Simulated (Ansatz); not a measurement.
MgO:
```
MgO
1.0
    2.62341     0.00000     0.00000
    0.00000     2.62341     0.00000
    0.00000     0.00000     2.62341
Mg O
1 1
Cartesian
  0.00000   0.00000   0.00000
  1.31170   1.31170   1.31170
```

This is the r²SCAN-relaxed structure.

Problem. All from DFT-r²SCAN in the program Ansatz with PAW potentials, unless another level is named. Estimate the smallest direct gap on the standard path.

Solution. 4.54 eV.

Problem. Give the hole effective mass.

Solution. 0.47, 3.5, 3.5 mₑ (principal values).

Problem. Predict the electron effective mass.

Solution. 0.31 mₑ (isotropic).

Problem. Give the valence-band maximum.

Solution. at M.

Problem. Next, the weight of the valence-edge state by species (Voronoi cells)?

Solution. O 97 %, Mg 3 %.

Problem. Next, the conduction-band minimum?

Solution. at Γ.

Space group Pm-3m (CsCl type). This is a known high-pressure phase of the composition, computed here at zero pressure and temperature. Symmetry was held in the r²SCAN relaxation. At this level the phase is mechanically unstable.

Potentials: the later of the program's two PAW sets.
